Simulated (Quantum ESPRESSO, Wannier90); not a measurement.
**Wannier functions of FeSi$_{2}$ (P4/mmm)**

```
begin unit_cell_cart
ang
    2.6794100000    0.0000000000    0.0000000000
    0.0000000000    2.6794100000    0.0000000000
    0.0000000000    0.0000000000    5.1048700000
end unit_cell_cart
begin atoms_frac
Fe   0.0000000000  0.0000000000  0.0000000000
Si   0.5000000000  0.5000000000 -0.2714000000
Si   0.5000000000  0.5000000000  0.2714000000
end atoms_frac
```

Cell from Materials Project (mp-20738), symmetrised, no further relaxation. COD (Crystallography Open Database) has the formula in 2 space groups, this one among them (matched by group alone). Method: PBEsol plane waves in Quantum ESPRESSO 7.5 (PseudoDojo norm-conserving files, 72 Ry, no spin polarisation, no spin-orbit coupling), Bloch states on a 12×12×6 mesh through Γ, Wannier90 4.0.1. Density: 12×12×6 mesh, cold smearing 0.01 Ry. A non-magnetic state is assumed; magnetic ones were not tried.

A tight-binding model is made by disentanglement and projection with no localisation steps (num_iter = 0), so the 17 orbitals stay atom-like: hydrogen-like Fe: s;p;d; Si: s;p, axes along x, y, z; frozen window up to 1.50 eV relative to the Fermi level. It follows pw.x to 3.9 meV rms for states up to 1.0 eV relative to the Fermi level. Matrix elements depend on this choice of orbitals and windows.

Problem. What are the on-site energies relative to the Fermi level, and how fast do the hoppings decay?

Solution. 
```json
[
 {"atom": "Fe1", "orbitals": "s", "energy (eV)": "3.65"},
 {"atom": "Fe1", "orbitals": "pz", "energy (eV)": "7.07"},
 {"atom": "Fe1", "orbitals": "px py", "energy (eV)": "7.91"},
 {"atom": "Fe1", "orbitals": "dz2", "energy (eV)": "-1.74"},
 {"atom": "Fe1", "orbitals": "dxz dyz dx2-y2", "energy (eV)": "-1.92"},
 {"atom": "Fe1", "orbitals": "dxy", "energy (eV)": "-1.97"},
 {"atom": "Si2", "orbitals": "s", "energy (eV)": "-2.25"},
 {"atom": "Si2", "orbitals": "pz", "energy (eV)": "3.09"},
 {"atom": "Si2", "orbitals": "px py", "energy (eV)": "3.14"},
 {"atom": "Si3", "orbitals": "s", "energy (eV)": "-2.25"},
 {"atom": "Si3", "orbitals": "pz", "energy (eV)": "3.09"},
 {"atom": "Si3", "orbitals": "px py", "energy (eV)": "3.14"}
]
```

```json
[
 {"distance of the centres (Å)": "1–2", "largest modulus (eV)": "2.4"},
 {"distance of the centres (Å)": "2–3", "largest modulus (eV)": "3.1"},
 {"distance of the centres (Å)": "3–4", "largest modulus (eV)": "0.46"},
 {"distance of the centres (Å)": "4–5", "largest modulus (eV)": "0.59"},
 {"distance of the centres (Å)": "5–6", "largest modulus (eV)": "0.73"},
 {"distance of the centres (Å)": "6–7", "largest modulus (eV)": "0.078"},
 {"distance of the centres (Å)": "7–8", "largest modulus (eV)": "0.11"},
 {"distance of the centres (Å)": "8–9", "largest modulus (eV)": "0.073"},
 {"distance of the centres (Å)": "9–10", "largest modulus (eV)": "0.014"},
 {"distance of the centres (Å)": "10–11", "largest modulus (eV)": "0.054"},
 {"distance of the centres (Å)": "11–12", "largest modulus (eV)": "0.0077"},
 {"distance of the centres (Å)": "12–13", "largest modulus (eV)": "0.0048"}
]
```
